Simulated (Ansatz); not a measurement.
Relaxed As (A7 type, space group R-3m):

```yaml
crystal:
  lattice:
    - [1.89202, 1.09236, 3.36884]
    - [-1.89202, 1.09236, 3.36884]
    - [0.00000, -2.18472, 3.36884]
  atoms:
    - { symbol: As, position: [0.23031, 0.23031, 0.23031] }
    - { symbol: As, position: [0.76969, 0.76969, 0.76969] }
```

In this cell atom 2 (As, nearest neighbour As at 2.535 Å; its periodic images, 3.8 Å or more away, move with it) is moved by s along Cartesian [110], unit vector (0.707, 0.707, 0.000); all other atoms and the cell stay fixed.

The numbers are results of PBE-D3(BJ) (plane waves to 420 eV, PAW, scalar-relativistic; Ansatz, a program for electronic structure), not measurements. k mesh 9×9×9 (Γ-centred), Fermi-Dirac smearing 0.05 eV. Energies are smeared free energies. With partly filled bands, energies and forces of such displacements shift with the k mesh and the smearing. As was relaxed with its symmetry unable to fall. The PAW data are Ansatz's earlier set. The zero of ΔE is the undisplaced structure. The last digit holds for this mesh only.

```json
[
 {"s (Å)": "-0.250", "ΔE (meV/cell)": "withheld"},
 {"s (Å)": "-0.200", "ΔE (meV/cell)": "86.3"},
 {"s (Å)": "-0.150", "ΔE (meV/cell)": "47.3"},
 {"s (Å)": "-0.100", "ΔE (meV/cell)": "20.4"},
 {"s (Å)": "-0.050", "ΔE (meV/cell)": "4.9"},
 {"s (Å)": "0.000", "ΔE (meV/cell)": "0.0"},
 {"s (Å)": "0.050", "ΔE (meV/cell)": "4.6"},
 {"s (Å)": "0.100", "ΔE (meV/cell)": "17.7"},
 {"s (Å)": "0.150", "ΔE (meV/cell)": "38.6"},
 {"s (Å)": "0.200", "ΔE (meV/cell)": "66.8"},
 {"s (Å)": "0.250", "ΔE (meV/cell)": "103.7"}
]
```

Question: Fit a polynomial form (powers 2, 3, 4) to the given rows and predict ΔE at s = -0.250.

Answer: Least squares on the 10 given rows: ΔE = (1865)·s² + (-1205)·s³ + (1457)·s⁴, in meV/cell with s in Å; root-mean-square residual 0.29 meV/cell. At -0.250 the fit gives 141.1 meV/cell; the calculation gives 139.0 meV/cell, so the extrapolation is off by 2.1 (+1.5 %). The quadratic term alone would give 116.6 meV/cell.

(For displaced atoms, the force is minus the slope of the energy, and its curvature is a force constant, which sets phonon frequencies.)
